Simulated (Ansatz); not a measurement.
Co$_{2}$N:
```cif
data_Co2N
_chemical_formula_sum 'N1 Co2'
_space_group_name_H-M_alt 'P-3m1'
_space_group_IT_number 164
_space_group_name_Hall '-P 3 2"'
_cell_length_a 2.76256
_cell_length_b 2.76256
_cell_length_c 4.06443
_cell_angle_alpha 90.000
_cell_angle_beta 90.000
_cell_angle_gamma 120.000
loop_
_atom_site_label
_atom_site_type_symbol
_atom_site_symmetry_multiplicity
_atom_site_Wyckoff_symbol
_atom_site_fract_x
_atom_site_fract_y
_atom_site_fract_z
_atom_site_occupancy
N1 N 1 a 0.00000 0.00000 0.00000 1
Co1 Co 2 d 0.33333 0.66667 0.24235 1
```

This is the PBEsol-relaxed structure.

All from DFT-PBEsol in the program Ansatz with PAW potentials, unless another level is named. Estimate the bulk modulus (Birch–Murnaghan fit).

208 GPa.

Predict the highest zone-centre frequency.

13.94 THz.

A made-up cell: these elements were put on the sites of a structure type; neither database checked (COD, Materials Project) lists it. COD files the formula under space group No. 58. Whether it is the stable phase at ambient conditions was not checked. The PBEsol relaxation kept the symmetry of its start; its stability against distortions is not shown here. The workflow began spin-polarised and lost its moments. As this level gives no gap, phonon frequencies hold no LO–TO term and depend on the k-mesh and smearing (Fermi–Dirac, 0.1 eV here).

Potentials: the earlier of the program's two PAW sets. The files were generated under PBE; for other functionals the program regenerates the frozen cores, and for LDA and PBEsol the local potential too.
